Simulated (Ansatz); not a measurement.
Sn$_{4}$Pd in space group Ccce (No. 68; Sn on 16i, Pd on 4b) at seven volumes, the program Ansatz at the PBEsol level (PAW), shape and atoms relaxed at each. One row is withheld.

```json
[
 {"V (Å³/atom)": "21.416", "P (GPa)": "?"},
 {"V (Å³/atom)": "22.122", "P (GPa)": "5.06"},
 {"V (Å³/atom)": "22.828", "P (GPa)": "2.29"},
 {"V (Å³/atom)": "23.534", "P (GPa)": "0.00"},
 {"V (Å³/atom)": "24.241", "P (GPa)": "-1.87"},
 {"V (Å³/atom)": "24.947", "P (GPa)": "-3.38"},
 {"V (Å³/atom)": "25.653", "P (GPa)": "-4.56"}
]
```

Q: Fit the shown pressures and predict the withheld one.

A: Third-order Birch–Murnaghan: P = (3/2)B₀(x^(7/2) − x^(5/2))[1 + (3/4)(B′ − 4)(x − 1)] with x = (V₀/V)^(2/3). Least squares on the six rows gives V₀ = 23.532 Å³/atom, B₀ = 68.42 GPa, B′ = 5.89. At V = 21.416, x = 1.0648 and P = 8.50 GPa. The run itself gave 8.36 GPa.

The workflow started from a Materials Project entry (that database holds measured and hypothetical structures alike); the Crystallography Open Database files this formula in space group No. 68, but the cells were not matched. Whether it is the stable phase at ambient conditions was not checked. Symmetry was held in the PBEsol relaxation; whether a distortion lowers the energy is not shown. No spin polarisation was allowed. Spin–orbit coupling is left out wherever it is not named.

Potentials: the later of the program's two PAW sets.
